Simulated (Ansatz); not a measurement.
**Tl2Se: relaxation of cell and atoms**

All numbers below come from Ansatz 0.2.0, DFT, PBE, PAW with Ansatz's default frozen-core files, scalar-relativistic.

Command: `ansatz run input.yaml --threads 1 --pin off --max-ram 3072MiB --backend cpu --events-out ev --progress --plain --runs-dir out` The run took about 60 s on 1 thread of a shared machine.

```yaml
crystal:
  lattice:
    - [0.0, 3.2596220591, 3.2596220591]
    - [3.2596220591, 0.0, 3.2596220591]
    - [3.2596220591, 3.2596220591, 0.0]
  atoms:
    - { symbol: Se, position: [0.0, 0.0, 0.0] }
    - { symbol: Tl, position: [0.25, 0.25, 0.25] }
    - { symbol: Tl, position: [0.75, 0.75, 0.75] }
kpoints:
  mp_grid: { grid: [10, 10, 10] }
scf:
  occupations: { method: fermi_dirac, width: 0.03 }
hamiltonian:
  xc: pbe
  pseudopotentials: { kind: paw }
output:
  forces: true
  stress: true
relax:
  f_tol: 0.005
  max_steps: 80
  cell: {}
```

No spin–orbit coupling, which matters for the heavy atoms here.

The cell is built from the fluorite type as a first guess.

The cutoff is 420 eV; energies and pressures of the walk include the program's estimate of the Pulay term.

Each frame lists the cell vectors (Å), then Cartesian positions (Å); symmetry keeps all forces zero. Free energies count from the first step, -28356.1546 eV.

The walk took 10 evaluations in all; steps that aren't listed are left out.

Step 1: E = 0.0 meV, P = 27.23 GPa

```
cell 0.0000 3.2596 3.2596 3.2596 0.0000 3.2596 3.2596 3.2596 0.0000
Se    0.0000    0.0000    0.0000
Tl    1.6298    1.6298    1.6298
Tl    4.8894    4.8894    4.8894
```

Step 2: E = -1284.3 meV, P = 13.15 GPa

```
cell 0.0000 3.4185 3.4185 3.4185 0.0000 3.4185 3.4185 3.4185 0.0000
Se    0.0000    0.0000    0.0000
Tl    1.7093    1.7093    1.7093
Tl    5.1278    5.1278    5.1278
```

Step 3:

```
cell 0.0000 3.5774 3.5774 3.5774 0.0000 3.5774 3.5774 3.5774 0.0000
Se    0.0000    0.0000    0.0000
Tl    1.7887    1.7887    1.7887
Tl    5.3662    5.3662    5.3662
```

Step 4: E = -2095.2 meV, P = 1.19 GPa

```
cell 0.0000 3.6961 3.6961 3.6961 0.0000 3.6961 3.6961 3.6961 0.0000
Se    0.0000    0.0000    0.0000
Tl    1.8481    1.8481    1.8481
Tl    5.5442    5.5442    5.5442
```

Step 5: E = -2105.7 meV, P = -0.34 GPa

```
cell 0.0000 3.7488 3.7488 3.7488 0.0000 3.7488 3.7488 3.7488 0.0000
Se    0.0000    0.0000    0.0000
Tl    1.8744    1.8744    1.8744
Tl    5.6231    5.6231    5.6231
```

Step 6: E = -2107.0 meV, P = 0.00 GPa

```
cell 0.0000 3.7369 3.7369 3.7369 0.0000 3.7369 3.7369 3.7369 0.0000
Se    0.0000    0.0000    0.0000
Tl    1.8685    1.8685    1.8685
Tl    5.6054    5.6054    5.6054
```

Step 7: E = -2145.7 meV, P = 0.83 GPa (the cell of the step before, solved again on a basis chosen afresh, hence the jump)

Step 8: E = -2153.7 meV, P = 0.28 GPa

```
cell 0.0000 3.7662 3.7662 3.7662 0.0000 3.7662 3.7662 3.7662 0.0000
Se    0.0000    0.0000    0.0000
Tl    1.8831    1.8831    1.8831
Tl    5.6492    5.6492    5.6492
```

Q: Give the energy, pressure of step 3.

A: E = -1917.1 meV, P = 5.13 GPa
```
Se    0.0000    0.0000    0.0000
Tl    1.7887    1.7887    1.7887
Tl    5.3662    5.3662    5.3662
```

Q: How does the relaxation end?

A: It converges, with a = 7.560 Å, b = 7.560 Å, c = 7.560 Å, α = 90.00°, β = 90.00°, γ = 90.00° (conventional cell, space group Fm-3m). The last solve (on a basis chosen afresh for the final cell, so its energy is not quite comparable) gives E = -2155.2 meV, P = 0.04 GPa:
```
cell 0.0000 3.7798 3.7798 3.7798 0.0000 3.7798 3.7798 3.7798 0.0000
Se    0.0000    0.0000    0.0000
Tl    1.8899    1.8899    1.8899
Tl    5.6697    5.6697    5.6697
```
